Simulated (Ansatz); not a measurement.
## Field gradients of K2TiI6O18 from run to run

Cell of run 1: a measured structure from the Crystallography Open Database (COD), taken as it stands.

```cif
data_K2TiI6O18
_symmetry_space_group_name_H-M 'R-3:H'
_symmetry_Int_Tables_number 148
_cell_length_a 11.2703
_cell_length_b 11.2703
_cell_length_c 11.3514
_cell_angle_alpha 90.000
_cell_angle_beta 90.000
_cell_angle_gamma 120.000
loop_
_atom_site_label
_atom_site_type_symbol
_atom_site_symmetry_multiplicity
_atom_site_Wyckoff_symbol
_atom_site_fract_x
_atom_site_fract_y
_atom_site_fract_z
K K 6 c 0.0000 0.0000 0.1636
Ti Ti 3 b 0.0000 0.0000 0.5000
I I 18 f 0.3178 0.0548 0.3913
O10 O 18 f 0.1585 0.0668 0.3969
O16 O 18 f 0.3874 0.1482 0.5270
O22 O 18 f 0.3998 0.1885 0.2840
```

One atom of each set is listed; the run and its k-mesh use a cell of 27 atoms with edges of 7.53, 7.53, 7.53 Å.

Relaxed positions (PBE, cell held):

K (0.0000, 0.0000, 0.1759)
Ti (0.0000, 0.0000, 0.5000)
I (0.3188, 0.0525, 0.3897)
O10 (0.1578, 0.0662, 0.3940)
O16 (0.3838, 0.1441, 0.5297)
O22 (0.4046, 0.1931, 0.2840)

All runs are DFT with Ansatz 0.2.0 (plane waves and PAW, scalar-relativistic unless spin–orbit coupling is named, Γ-centred meshes, Fermi–Dirac smearing where given) in this cell.

Run 1: PBE, atoms as given; 420 eV, 3×3×3 k-points, smearing 0.02 eV.
Run 2: PBE, atoms relaxed; 420 eV, 3×3×3 k-points, smearing 0.02 eV.
Run 3: r2SCAN, at the relaxed atoms; 500 eV, 3×3×3 k-points, smearing 0.02 eV.
Run 4: PBE with spin–orbit coupling, at the relaxed atoms; 420 eV, 3×3×3 k-points, smearing 0.02 eV.
Run 5: PBE, gradients read without the response of the cores, at the relaxed atoms; 420 eV, 3×3×3 k-points, smearing 0.02 eV.

```
run    I V_zz (η)  O10 V_zz (η)  O16 V_zz (η)  O22 V_zz (η)
  1  -54.2 (0.35)  12.05 (0.07)  13.45 (0.11)  14.30 (0.21)
  2  -51.7 (0.32)  12.41 (0.09)  13.95 (0.16)  15.26 (0.25)
  3             ?             ?             ?             ?
  4  -51.8 (0.31)  12.46 (0.09)  14.07 (0.16)  15.36 (0.25)
  5  -50.1 (0.31)  12.74 (0.09)  14.33 (0.16)  15.67 (0.25)
```

V_zz in 10²¹ V/m²; 4 of the 6 sets of like atoms are followed.

(1) Estimate the row of run 3.

Results:

(1) I: -55.1 (0.35); O10: 13.00 (0.11); O16: 14.77 (0.15); O22: 16.04 (0.24). It lies nearest to run 1, from whose tensors on these sites it differs by 1.94 at most (largest principal value of the difference, on I). Taken one at a time, the functional (r2SCAN with its higher cutoff) moves the tensors on these sites by up to 3.46 (largest principal value of the change, on I), the positions of the atoms (as given or relaxed) by 3.24 (I), the response of the cores by 1.58 (I), spin–orbit coupling by 0.20 (I).

With these PAW files V_zz is typically within 2 to 3 % of all-electron values, but misses above 10 % occur on I. In runs 1, 3 the atoms aren't at the calculated equilibrium (largest force 1.3, 0.86 eV/Å). The cell isn't the equilibrium one in run 1 (calculated pressure 6 GPa), and the entry's cell may itself be off.
